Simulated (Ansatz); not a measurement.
MgH2 (rutile)

```
CELL_PARAMETERS angstrom
      4.48439     0.00000     0.00000
      0.00000     4.48439     0.00000
      0.00000     0.00000     2.99668
ATOMIC_POSITIONS crystal
  Mg 0.00000 0.00000 0.00000
  Mg 0.50000 0.50000 0.50000
  H  0.30469 0.30469 0.00000
  H  0.80469 0.19531 0.50000
  H  0.19531 0.80469 0.50000
  H  0.69531 0.69531 0.00000
```

This relaxed cell (volume V₀) is scaled evenly in all directions, its shape held. The atoms relax within the cell's symmetry.

Computed with r2SCAN (plane waves to 500 eV, PAW, scalar-relativistic; Ansatz, an electronic-structure program). k mesh 8×8×11 (Γ-centred), Fermi-Dirac smearing 0.05 eV. The energy includes the smearing's −TS. Stress and pressure are positive under compression. With the shape held, the modulus is that of even scaling; a crystal free to change shape is softer. MgH2 was relaxed with its symmetry unable to fall. ΔE is measured from the relaxed starting cell.

```tsv
V (Å³/atom)	ΔE (meV/atom)
9.039	19.8
9.290	10.7
9.542	4.6
9.793	1.1
10.044	0.0
10.295	1.0
10.546	3.9
10.797	withheld
11.048	14.7
```

### Question
Fit a third-order Birch-Murnaghan form (E₀, V₀, B₀, B₀′ free) to the given rows and predict ΔE at V = 10.797.

### Answer
Least squares on the 8 given rows: ΔE = E₀ + (9V₀B₀/16)·y²·[2 + (B₀′ − 4)y], y = (V₀/V)^(2/3) − 1, with V₀ = 10.046 Å³/atom, B₀ = 54.11 GPa (160.2 GPa = 1 eV/Å³; the term in eV is multiplied by 1000), B₀′ = 3.32, E₀ = -0.01 meV/atom; root-mean-square residual 0.01 meV/atom. At 10.797 the fit gives 8.5 meV/atom; the calculation gives 8.6 meV/atom, so the interpolation is off by -0.1 (-1.2 %). For the pressure the fit gives -3.46 GPa against the computed -3.44 GPa.

(Under strain, the slope of the energy per volume gives the stress and its curvature an elastic modulus.)
